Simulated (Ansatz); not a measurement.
Data:

Sc₃Si₅:
```
CELL_PARAMETERS angstrom
      6.35927     0.00000     0.00000
     -3.17963     5.50729     0.00000
      0.00000     0.00000     7.81007
ATOMIC_POSITIONS crystal
  Sc 0.00000 0.67214 0.00000
  Si 0.07516 0.40833 0.25000
  Sc 0.67214 0.00000 0.00000
  Si 0.00000 0.00000 0.25000
  Si 0.59167 0.66683 0.25000
  Sc 0.32786 0.32786 0.00000
  Si 0.66667 0.33333 0.25000
  Si 0.33317 0.92484 0.25000
  Sc 0.00000 0.67214 0.50000
  Si 0.33333 0.66667 0.75000
  Si 0.92484 0.33317 0.75000
  Sc 0.67214 0.00000 0.50000
  Si 0.00000 0.00000 0.75000
  Si 0.66683 0.59167 0.75000
  Sc 0.32786 0.32786 0.50000
  Si 0.40833 0.07516 0.75000
```

This is the PBE-relaxed structure.

**Question.** All from DFT-PBE in the program Ansatz with PAW potentials, unless another level is named. Give the electronic character.

**Answer.** metallic (no gap).

**Question.** And the formation energy from the elements (no fitted shifts)?

**Answer.** -0.62 eV/atom.

**Question.** Next, the density of states at the Fermi level?

**Answer.** 0.30 states/eV per atom (mean over ±0.08 eV).

Space group P-62c. The start of the workflow was typed in or built on a structure type; neither database checked (COD, Materials Project) lists it. Its standing as an ambient phase is unchecked. The PBE relaxation kept the symmetry of its start; whether a distortion lowers the energy is not shown. The run is not spin-polarised. The references are the lowest solids computed at this level, not always the standard phases.

Potentials: the earlier of the program's two PAW sets.
